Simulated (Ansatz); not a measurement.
# Property card for BN

BN:
```
CELL_PARAMETERS angstrom
      2.54007     0.00000     0.00000
     -1.27004     2.19977     0.00000
      0.00000     0.00000    12.49509
ATOMIC_POSITIONS crystal
  B  0.00000 0.00000 0.00005
  B  0.00000 0.00000 0.50005
  B  0.66667 0.33333 0.83269
  B  0.33333 0.66667 0.33269
  B  0.66667 0.33333 0.16656
  B  0.33333 0.66667 0.66656
  N  0.00000 0.00000 0.87441
  N  0.00000 0.00000 0.37441
  N  0.66667 0.33333 0.70808
  N  0.33333 0.66667 0.20808
  N  0.66667 0.33333 0.04190
  N  0.33333 0.66667 0.54190
```

Space group P6_3mc (No. 186); conventional cell a = b = 2.540 Å, c = 12.495 Å, α = β = 90.00°, γ = 120.00°.

Method: plane-wave PAW HSE06 (Ansatz code). The cell and atoms are relaxed at this level. Other levels are named where they apply.

Cell and energy:

```yaml
volume_per_atom: 5.82 Å³
density: 3.54 g/cm³
```

Electronic structure:

```yaml
band_gap: 6.59 eV (indirect)
valence_band_maximum: at Γ
conduction_band_minimum: at M (3 equivalent valleys)
smallest_direct_gap_on_the_standard_path: 8.78 eV
```

Mechanics:

```yaml
Bulk modulus (Birch–Murnaghan fit): 4040 kbar
Pressure derivative B′: 3.6
```

Charges:

```yaml
bader_charges: B +2.24, N -2.24 e
```

A made-up cell: these elements were put on the sites of a structure type. Its sites differ from those of the usual phase in this space group: another stacking or structure type. The cell was relaxed with HSE06 under the symmetry of its start; whether a distortion lowers the energy is not shown. The hybrid was solved on a coarse mesh, the path and, where they were found, the r²SCAN edge points; its band edges are the extreme levels among these.

Potentials: the later of the program's two PAW sets.
